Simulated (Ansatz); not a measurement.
# Fields on a plane of Ni2P (space group P-62m)

```
CELL_PARAMETERS angstrom
      5.80475     0.00000     0.00000
     -2.90238     5.02706     0.00000
      0.00000     0.00000     3.31843
ATOMIC_POSITIONS crystal
  Ni 0.60033 0.00000 0.50000
  Ni 0.39967 0.39967 0.50000
  Ni 0.00000 0.60033 0.50000
  Ni 0.74060 0.74060 0.00000
  Ni 0.00000 0.25940 0.00000
  Ni 0.25940 0.00000 0.00000
  P  0.33333 0.66667 0.00000
  P  0.66667 0.33333 0.00000
  P  0.00000 0.00000 0.50000
```

The slice is a (-1 1 0 0) plane (indices of the conventional cell) through the point (0.400, 0.400, 0.500) (fractional), spanned by u = [001] and v = [110] in vectors of this cell: u (3.32 Å) and v (5.80 Å, at 90° to u). It covers one period; positions are fractions (u, v).

Atoms on it: Ni at (0.00, 0.00); Ni at (0.50, 0.34); P at (0.00, 0.60).

These are PBEsol (plane waves to 420 eV, PAW, scalar-relativistic; Ansatz, a quantum-chemistry and plane-wave program) values and carry that method's errors. k mesh 9×9×14. These are valence fields of a PAW run, semicore shells included where kept as valence: close to a nucleus they are smooth pseudo fields. Ni2P is run without spin polarisation. Ni2P was relaxed with its symmetry unable to fall.

```
|x+:      :+|
|-:. .... .:|
|....:..:...|
|++==::::==+|
|@@%*-::-*%@|
|*%@%=::=%@%|
|x %@+::+@% |
|xx*@+::+@*x|
|x %@=..=@% |
|=#@*.  .*@#|
|%%#:.::.:#%|
|++:.-xx-.:+|
|::.:=xx=:.:|
|.. .-xx-. .|
|... .--. ..|
| .:......:.|
|   :....:  |
|-:. .... .:|
|x+:      :+|
|xx-.    .-x|
```
Scale: ten equal steps from 0.11 (start of ' ') to 0.74 (end of '@'), in the order ' .:-=+*#%@'. Values: electron localisation function (ELF). The map has 11 points along u (one character each, u = 0 at the left) and 20 along v (v = 0 in the bottom row). Points within 0.4 Å of a nucleus are blanked (x), as the pseudised field means little there.

| v \ u | 0.00 | 0.18 | 0.36 | 0.55 | 0.73 | 0.91 |
|---|---|---|---|---|---|---|
| 0.90 | x | x | 12.6 | 13.6 | 9.3 | x |
| 0.75 | x | 6.5 | 11.0 | 10.7 | 10.1 | <5.0 |
| 0.60 | x | x | 9.3 | 11.4 | <5.0 | x |
| 0.45 | x | <5.0 | x | x | <5.0 | <5.0 |
| 0.30 | 13.9 | 9.6 | x | x | x | 13.1 |
| 0.15 | x | 8.5 | 10.6 | 9.8 | 10.6 | <5.0 |
| 0.00 | x | x | 11.5 | 13.5 | <5.0 | x |

Values: electrostatic potential energy of an electron, from the cell's mean, in eV. Points within 0.9 Å of a nucleus are blanked (x), as the pseudised field means little there. Values under 5 eV are set to 5. The zero, the cell's mean, hangs on the PAW cores.
